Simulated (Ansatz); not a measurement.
InAs (zinc blende)

```
CELL_PARAMETERS angstrom
      0.00000     3.09334     3.09334
      3.09334     0.00000     3.09334
      3.09334     3.09334     0.00000
ATOMIC_POSITIONS crystal
  As 0.25000 0.25000 0.25000
  In 0.00000 0.00000 0.00000
```

The slice is a {100} plane (indices of the conventional cell) through the point (0.000, 0.000, 0.000) (fractional), spanned by u = [100] and v = [0 1 -1] in vectors of this cell: u (4.37 Å) and v (4.37 Å, at 90° to u). It covers one period; positions are fractions (u, v).

Calculation: PBE (plane waves to 420 eV, PAW, scalar-relativistic; Ansatz, an electronic-structure program). k mesh 9×9×9. Near the nuclei the fields are pseudised (PAW); where an atom keeps semicore shells as valence, they peak there. At this level the bands of InAs touch or barely overlap; measurements give the solid a gap. InAs was relaxed with its symmetry unable to fall.

Three fields on this plane, each scaled to ten steps between its own extremes (0 low, 9 high; the total valence density on a logarithmic scale, the potential cut 8 eV below its top; x marks points blanked near nuclei; v = 0 in the bottom row):

Map A
```
|xxxxxxxx45678999999987654xxxxxxx|
|xxxxxxxx45678999999987654xxxxxxx|
|xxxxxxx4456778888888776544xxxxxx|
|xxxxxxx4456677777777766544xxxxxx|
|xxxxxx444555566666665555444xxxxx|
|xxxxx44445444444444444454444xxxx|
|xxx444444443333333333344444444xx|
|44444444433222222222223344444444|
|55555554322111111111112234555555|
|66666544321110000000111234456666|
|87776543211000000000001123456777|
|98877543211000000000001123457788|
|99987643210000000000000123467899|
|99987643210000000000000123467899|
|99987643210000000000000123467899|
|99987643210000000000000123467899|
|99987643210000000000000123467899|
|99987643210000000000000123467899|
|99987643210000000000000123467899|
|98877543211000000000001123457788|
|87776543211000000000001123456777|
|66666544321110000000111234456666|
|55555554322111111111112234555555|
|44444444433222222222223344444444|
|xxx444444443333333333344444444xx|
|xxxxx44445444444444444454444xxxx|
|xxxxxx444555566666665555444xxxxx|
|xxxxxxx4456677777777766544xxxxxx|
|xxxxxxx4456778888888776544xxxxxx|
|xxxxxxxx45678999999987654xxxxxxx|
|xxxxxxxx45678999999987654xxxxxxx|
|xxxxxxxx45689999999998654xxxxxxx|
```

Map B
```
|xxxxxxxx98776666666667789xxxxxxx|
|xxxxxxxx98776666666667789xxxxxxx|
|xxxxxxx9877666666666667789xxxxxx|
|xxxxxxx9876665555555666789xxxxxx|
|xxxxxx987666555555555566789xxxxx|
|xxxxx98776555444444455567789xxxx|
|xxx998776554444444444455677899xx|
|99988776554443333333444556778899|
|88877665544333222223334455667788|
|77776655443322222222233445566777|
|77766654433222111112223344566677|
|66666554432211111111122344556666|
|66665544332211000001122334455666|
|66665544322110000000112234455666|
|66665544322110000000112234455666|
|66665544322110000000112234455666|
|66665544322110000000112234455666|
|66665544322110000000112234455666|
|66665544332211000001122334455666|
|66666554432211111111122344556666|
|77766654433222111112223344566677|
|77776655443322222222233445566777|
|88877665544333222223334455667788|
|99988776554443333333444556778899|
|xxx998776554444444444455677899xx|
|xxxxx98776555444444455567789xxxx|
|xxxxxx987666555555555566789xxxxx|
|xxxxxxx9876665555555666789xxxxxx|
|xxxxxxx9877666666666667789xxxxxx|
|xxxxxxxx98776666666667789xxxxxxx|
|xxxxxxxx98776666666667789xxxxxxx|
|xxxxxxxx98776666666667789xxxxxxx|
```

Map C
```
|xxxxxxxx01356777777765310xxxxxxx|
|xxxxxxxx01467777877776410xxxxxxx|
|xxxxxxx0024677888887764200xxxxxx|
|xxxxxxx0035678888888765300xxxxxx|
|xxxxxx002467788888887764200xxxxx|
|xxxxx00145678888888887654100xxxx|
|xxx000135678889999988876531000xx|
|00000245678889999999888765420000|
|01123456788899999999988876543211|
|34445667888999999999998887665444|
|55666778889999999999999888776665|
|66777788899999999999999988877776|
|77778888999999999999999998888777|
|77788889999999999999999999888877|
|77788889999999999999999999888877|
|77788889999999999999999999888887|
|77788889999999999999999999888877|
|77788889999999999999999999888877|
|77778888999999999999999998888777|
|66777788899999999999999988877776|
|55666778889999999999999888776665|
|34445667888999999999998887665444|
|01123456788899999999988876543211|
|00000245678889999999888765420000|
|xxx000135678889999988876531000xx|
|xxxxx00145678888888887654100xxxx|
|xxxxxx002467788888887764200xxxxx|
|xxxxxxx0035678888888765300xxxxxx|
|xxxxxxx0024677888887764200xxxxxx|
|xxxxxxxx01467777877776410xxxxxxx|
|xxxxxxxx01356777777765310xxxxxxx|
|xxxxxxxx01356777777765310xxxxxxx|
```

Task: Assign the maps to these fields: electron localisation function (ELF); valence electron density; electrostatic potential energy of an electron, from the cell's mean.

Result: A is the electron localisation function (ELF); B is the valence electron density; C is the electrostatic potential energy of an electron, from the cell's mean.
